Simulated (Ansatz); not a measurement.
Rh (simple cubic, Pm-3m) at seven volumes, DFT-r²SCAN in the program Ansatz with PAW potentials, scaled uniformly. One row is withheld.

| V (Å³/atom) | P (GPa) |
|---|---|
| 14.433 | 24.26 |
| 14.909 | 14.69 |
| 15.385 | 6.68 |
| 15.861 | -0.01 |
| 16.336 | -5.58 |
| 16.812 | -10.21 |
| 17.288 | ? |

### Question
Fit the shown pressures and predict the withheld one.

### Answer
P = (3/2)B₀(x^(7/2) − x^(5/2))[1 + (3/4)(B′ − 4)(x − 1)] with x = (V₀/V)^(2/3). Least squares on the six rows gives V₀ = 15.861 Å³/atom, B₀ = 203 GPa, B′ = 5.01. At V = 17.288, x = 0.9442 and P = -14.10 GPa. The run itself gave -14.04 GPa.

The cell is a constructed one: a structure type filled with these elements; neither database checked (COD, Materials Project) lists it. It is not the phase usual at ambient conditions (space group No. 225). The r²SCAN relaxation kept the symmetry of its start; its stability against distortions is not shown here. The run is not spin-polarised.

Potentials: the later of the program's two PAW sets.
